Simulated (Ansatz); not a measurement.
A geometry of Mo away from equilibrium: the start of the relaxation of a relaxed Mo cell displaced along its unstable phonon at q = (½, 0, 0) of its primitive reciprocal cell (169i cm⁻¹), largest move 0.15 Å. These are PBEsol (plane waves to 420 eV, PAW, scalar-relativistic; Ansatz, a quantum-chemistry and plane-wave program) values and carry that method's errors. Γ-centred k-mesh 7×14×13 on the run's cell (coarser than for final values), Fermi–Dirac smearing 0.05 eV.

```xyz
2
Lattice="5.4833 0.0000 0.0000 -1.3708 2.3743 0.0000 0.0000 0.0000 2.4997" Properties=species:S:1:pos:R:3:forces:R:3 pbc="T T T" free_energy=-9793.394 pressure_GPa=-1.2
Mo     0.0000     0.0000     0.1500    0.0000    0.0000    1.3347
Mo     2.7417     0.0000    -0.1500    0.0000    0.0000   -1.3347
```

Positions in Å, forces in eV/Å, free energy of the cell in eV (comparable only within this code, potentials and settings). Largest force: 1.33 eV/Å, on Mo1, Mo2 (atoms numbered as listed); the geometry lies 0.47 eV/atom above the end of its relaxation.

No spin polarisation in the result.

The run could not lose the symmetry of its start, so the end can be a saddle point.

The end of the path is a generated cell of Mo: the first start was made by placing the elements on the sites of a structure type, and the end was not matched to a known phase here, so it may be hypothetical. Known forms of Mo include space group No. 229.
